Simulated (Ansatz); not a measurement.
Is this NaCuH3 structure a true minimum?

It was reached by relaxing an invented guess, and it needn't be the stable form of this composition.

Level of theory: DFT PBE, scalar-relativistic, plane waves, PAW (Ansatz 0.2.0). Settings: cutoff 420 eV, Γ-centred mesh 10×10×10 on the computed 5-atom cell, Gaussian smearing of 0.10 eV; no spin polarisation.

The cell below (5 atoms, space group Pm-3m (No. 221)) is relaxed within its symmetry.

```xyz
5
Lattice="3.5041 0.0000 0.0000 0.0000 3.5041 0.0000 0.0000 0.0000 3.5041" Properties=species:S:1:pos:R:3 pbc="T T T"
Na    1.7520    1.7520    1.7520
Cu    0.0000    0.0000    0.0000
H     1.7520    0.0000    0.0000
H     0.0000    1.7520    0.0000
H     0.0000    0.0000    1.7520
```

For the test a repeat of it with 10 atoms (edges 3.50, 3.50, 7.01 Å) was strained at random (σ = 1.5 % a component), the atoms were moved at random (σ = 0.15 Å), and all was relaxed again on a coarse 6×6×4 mesh (in the run’s order of axes) with 0.20 eV smearing, with no symmetry imposed.

The cell is a metal run without spin; a magnetic state may lie lower.

Q: Is the structure stable against such a distortion?

A: It returns, within 2 meV/atom of the unmoved cell on that mesh and with the same symmetry when read at 0.1 Å (Pmma at 0.01 Å, so small strains and shifts remain). So it is stable against the distortions that fit this cell and that this random move excites. Modes that don't fit the cell aren't tested.
